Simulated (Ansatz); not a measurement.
input.yaml (Ansatz)

```yaml
crystal:
  lattice:
    - [-1.5243182154, 1.5232601683, 1.1842072274]
    - [1.5232601683, -1.5243182154, 1.1842072274]
    - [2.8342520131, 2.8342520131, -1.1861450426]
  atoms:
    - { symbol: Mn, position: [0.9998791685, 0.0001208315, 1.0], spin: 1.472 }
    - { symbol: Mn, position: [0.7501208315, 0.2498791685, 0.5], spin: 1.472 }
hamiltonian:
  xc: r2scan
  pseudopotentials:
    kind: paw
    azcp:
      Mn: "pseudopotentials/Mn.paw.azcp"
basis:
  ecutwfc: 500
  fft_grid_basis: typed
kpoints:
  mp_grid: { grid: [17, 17, 9], shift: [0, 0, 0] }
magnetization:
  spin_polarized: true
scf:
  occupations: { method: fermi_dirac, width: 0.05 }
  lower_state_search: "off"
output:
  stress: true
```

Output

```
Engine: ansatz 0.2.0, x86_64-unknown-linux-gnu
Pseudopotentials: kind: paw
Pseudopotential: Mn, paw, valence charge 15, recommended cutoff 500 eV (meta_gga) 
Functional definition: r2SCAN
  parameter k0 = 0.174
  parameter k1 = 0.065
  parameter a1 = 4.9479
  exchange = r2scan_x(k0 = k0, k1 = k1, a1 = a1)
  correlation = r2scan_c
Crystal: 2 atoms, lattice volume = 20.454 Å³
Basis set: ecut = 500 eV, 533 PW (Γ), exchange–correlation on 72×72×128 points (64 copies of the dense FFT grid, shifted against one another)
Bands: 21, of which v1, the nominal top of the filled ones, is band 15 counted from 1 (14 counted from 0)
Symmetry: 4 space group operations
Space group: C2/c (ITA 15), of the structure as read, at distance tolerance 2.7e-5 Å
Magnetic group: BNS 15.85 (UNI 92), of the structure as read, at distance tolerance 2.7e-5 Å
k-points: 693 of 2601
Non-local potential: Mn, projectors of the file, l = 0: 3, l = 1: 2, l = 2: 3, l = 3: 1
PAW form: soft (Blöchl's): semilocal exchange-correlation on the pseudo side does not see the compensation charge
PAW frozen core: Mn, regenerated for the run's functional (the file was generated under x = pbe(κ = 0.804, μ = 0.2195149727645171), c = pbe(β = 0.06672455060314922))
PAW one-centre angular grid: Mn, 590 points (default); XC on 160 Gauss nodes
Initial density: superposition of atomic densities (chi_scale 0.1, normalization cell)
Starting moments: Σ|m| = 2.944 μB on 2 of 2 sites
Initial wavefunctions: pseudopotential atomic-orbital guess
Functional: x = r2scan, c = r2scan; τ floored in thin density (d = 2e-4 eV/Å³)
SCF iter   1: F=-7805.478218 eV  HF=-7806.946937 eV  |F-HF|=1.47e0  |Δ(HF+E_count)|=         —  Δρ=9.20e-2 (↑9.20e-2 ↓4.42e-2)  dr2=2.21e0  dr2_τ=3.35e-2  dr2_m=2.26e-1  M=2.213 μB ∫|m|=2.219 μB  β_m=0.30  ethr=3.10e-3  ⟨swp⟩=3.5  Hψ=110563  notcnv=0
SCF iter   2: F=-7806.578935 eV  HF=-7806.692301 eV  |F-HF|=1.13e-1  |Δ(HF+E_count)|=   2.55e-1  Δρ=3.89e-2 (↑3.89e-2 ↓2.49e-2)  dr2=4.22e-1  dr2_τ=1.30e-2  dr2_m=6.61e-2  M=2.288 μB ∫|m|=2.306 μB  β_m=0.30  ethr=3.10e-3  ⟨swp⟩=2.9  Hψ=64456  notcnv=0  defer=656  κ⁻¹=1.0e0(r=1)
SCF iter   3: F=-7806.794160 eV  HF=-7806.702318 eV  |F-HF|=9.18e-2  |Δ(HF+E_count)|=   1.00e-2  Δρ=1.59e-2 (↑1.14e-2 ↓1.59e-2)  dr2=2.35e-2  dr2_τ=1.96e-3  dr2_m=2.35e-2  M=2.340 μB ∫|m|=2.374 μB  β_m=0.30  ethr=1.41e-3  ⟨swp⟩=2.3  Hψ=53097  notcnv=0  defer=656  κ⁻¹=2.3e-3(r=2)
SCF iter   4: F=-7806.816243 eV  HF=-7806.772201 eV  |F-HF|=4.40e-2  |Δ(HF+E_count)|=   6.99e-2  Δρ=1.10e-2 (↑1.10e-2 ↓1.04e-2)  dr2=1.91e-2  dr2_τ=3.90e-4  dr2_m=1.47e-2  M=2.364 μB ∫|m|=2.411 μB  β_m=1.00  ethr=7.83e-5  ⟨swp⟩=2.9  Hψ=70035  notcnv=0  defer=656  κ⁻¹=5.1e-5(r=3)
SCF iter   5: F=-7806.844838 eV  HF=-7806.816649 eV  |F-HF|=2.82e-2  |Δ(HF+E_count)|=   4.44e-2  Δρ=7.04e-3 (↑7.04e-3 ↓3.67e-3)  dr2=1.64e-3  dr2_τ=1.26e-4  dr2_m=5.08e-3  M=2.379 μB ∫|m|=2.469 μB  β_m=1.00  ethr=6.35e-5  ⟨swp⟩=2.0  Hψ=66512  notcnv=0  defer=651  κ⁻¹=3.9e-5(r=4)
SCF iter   6: F=-7806.853449 eV  HF=-7806.825914 eV  |F-HF|=2.75e-2  |Δ(HF+E_count)|=   9.27e-3  Δρ=5.78e-3 (↑5.78e-3 ↓2.08e-3)  dr2=2.21e-3  dr2_τ=5.28e-5  dr2_m=2.16e-3  M=2.409 μB ∫|m|=2.515 μB  β_m=1.00  ethr=5.46e-6  ⟨swp⟩=2.0  Hψ=64310  notcnv=0  defer=658  κ⁻¹=1.3e-6(r=5)
SCF iter   7: F=-7806.857610 eV  HF=-7806.836611 eV  |F-HF|=2.10e-2  |Δ(HF+E_count)|=   1.07e-2  Δρ=5.84e-3 (↑5.84e-3 ↓2.29e-3)  dr2=3.70e-3  dr2_τ=6.23e-5  dr2_m=1.23e-3  M=2.436 μB ∫|m|=2.548 μB  β_m=1.00  ethr=5.46e-6  ⟨swp⟩=2.3  Hψ=56732  notcnv=0  defer=658  κ⁻¹=8.8e-7(r=6)
SCF iter   8: F=-7806.858852 eV  HF=-7806.846618 eV  |F-HF|=1.22e-2  |Δ(HF+E_count)|=   1.00e-2  Δρ=6.89e-3 (↑6.89e-3 ↓3.63e-3)  dr2=6.48e-3  dr2_τ=1.14e-4  dr2_m=9.63e-4  M=2.460 μB ∫|m|=2.575 μB  β_m=1.00  ethr=5.46e-6  ⟨swp⟩=2.5  Hψ=54545  notcnv=0  defer=658  κ⁻¹=7.5e-8(r=7)
SCF iter   9: F=-7806.861907 eV  HF=-7806.851733 eV  |F-HF|=1.02e-2  |Δ(HF+E_count)|=   5.11e-3  Δρ=4.19e-3 (↑4.19e-3 ↓2.25e-3)  dr2=2.46e-3  dr2_τ=5.80e-5  dr2_m=4.14e-4  M=2.476 μB ∫|m|=2.593 μB  β_m=1.00  ethr=5.46e-6  ⟨swp⟩=2.5  Hψ=56216  notcnv=0  defer=660  κ⁻¹=5.2e-9(r=8)
SCF iter  10: F=-7806.864056 eV  HF=-7806.856713 eV  |F-HF|=7.34e-3  |Δ(HF+E_count)|=   4.98e-3  Δρ=3.20e-3 (↑3.20e-3 ↓1.86e-3)  dr2=1.29e-3  dr2_τ=3.60e-5  dr2_m=2.38e-4  M=2.488 μB ∫|m|=2.606 μB  β_m=1.20  ethr=5.46e-6  ⟨swp⟩=2.3  Hψ=49826  notcnv=0  defer=660
Mixer restart at iter 10: flushing history
spin-set hold released at iteration 10 (site moments contracting): the magnetisation degrees of freedom join the quasi-Newton model from the next iteration; the mixer history was flushed
SCF iter  11: F=-7806.865356 eV  HF=-7806.859382 eV  |F-HF|=5.97e-3  |Δ(HF+E_count)|=   2.67e-3  Δρ=1.64e-3 (↑1.64e-3 ↓1.44e-3)  dr2=3.47e-4  dr2_τ=1.38e-5  dr2_m=4.81e-5  M=2.498 μB ∫|m|=2.617 μB  β_m=1.20  ethr=4.30e-6  ⟨swp⟩=2.4  Hψ=52712  notcnv=0  defer=660  κ⁻¹=1.0e0(r=1)
SCF iter  12: F=-7806.866155 eV  HF=-7806.862949 eV  |F-HF|=3.21e-3  |Δ(HF+E_count)|=   3.57e-3  Δρ=1.14e-3 (↑1.14e-3 ↓9.75e-4)  dr2=1.07e-4  dr2_τ=4.87e-6  dr2_m=7.05e-5  M=2.511 μB ∫|m|=2.631 μB  β_m=1.20  ethr=1.16e-6  ⟨swp⟩=2.0  Hψ=54891  notcnv=0  defer=660  κ⁻¹=1.1e-1(r=2)
SCF iter  13: F=-7806.866762 eV  HF=-7806.865382 eV  |F-HF|=1.38e-3  |Δ(HF+E_count)|=   2.43e-3  Δρ=6.29e-4 (↑6.29e-4 ↓5.23e-4)  dr2=2.42e-5  dr2_τ=1.22e-6  dr2_m=2.71e-5  M=2.526 μB ∫|m|=2.648 μB  β_m=1.20  ethr=3.56e-7  ⟨swp⟩=2.0  Hψ=56204  notcnv=0  defer=660  κ⁻¹=2.5e-2(r=3)
Error: SIGTERM received: cancelled by the caller after 13 completed SCF iterations
```

The calculation hadn't finished when its time ran out.
